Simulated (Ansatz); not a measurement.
A relaxed cell of SiSn5 is given with its symmetry left out. The cell was found from a structure generator's guess, not taken from experiment.

All numbers below come from DFT PBE, scalar-relativistic, plane waves, PAW in Ansatz. Cutoff 420 eV, Γ-centred mesh, Gaussian smearing, no spin polarisation.

```cif
data_structure
_symmetry_space_group_name_H-M 'P 1'
_symmetry_Int_Tables_number 1
_cell_length_a 3.2065
_cell_length_b 3.2065
_cell_length_c 17.9056
_cell_angle_alpha 90.000
_cell_angle_beta 90.000
_cell_angle_gamma 120.000
_cell_volume 159.43
loop_
_atom_site_label
_atom_site_type_symbol
_atom_site_fract_x
_atom_site_fract_y
_atom_site_fract_z
_atom_site_occupancy
Si1 Si 0.00000 0.00000 0.00000 1
Sn1 Sn 0.00000 0.00000 0.84521 1
Sn2 Sn 0.00000 0.00000 0.15479 1
Sn3 Sn 0.00000 0.00000 0.32771 1
Sn4 Sn 0.00000 0.00000 0.50000 1
Sn5 Sn 0.00000 0.00000 0.67229 1
```

Formation energies are uncorrected and refer to the elements' standard structures at the same level. The references include grey tin.

Q: Find its symmetry and describe it.

A: P6/mmm (No. 191). Conventional cell: a = 3.206 Å, c = 17.906 Å. Around Si lie 2 Sn at 2.77 Å and 6 Si at 3.21 Å; around Sn on a site of symmetry 6mm lie 1 Si at 2.77 Å and 7 Sn at 3.10–3.21 Å; Sn on a second site of symmetry 6mm is surrounded by 8 Sn at 3.09–3.21 Å; Sn on a site of symmetry 6/mmm has 8 Sn at 3.09–3.21 Å.

Q: How far does it lie from the elements in energy?

A: +0.21 eV/atom. A positive value: parting into the elements would lower its energy.

Q: Is it a metal?

A: Yes, bands cross the Fermi level on the 12×12×2 mesh.

The last run used a 12×12×2 mesh (in the run's order of axes) for its 6-atom cell and Gaussian smearing of 0.10 eV. A structure relaxed within its symmetry needn't be a true minimum.
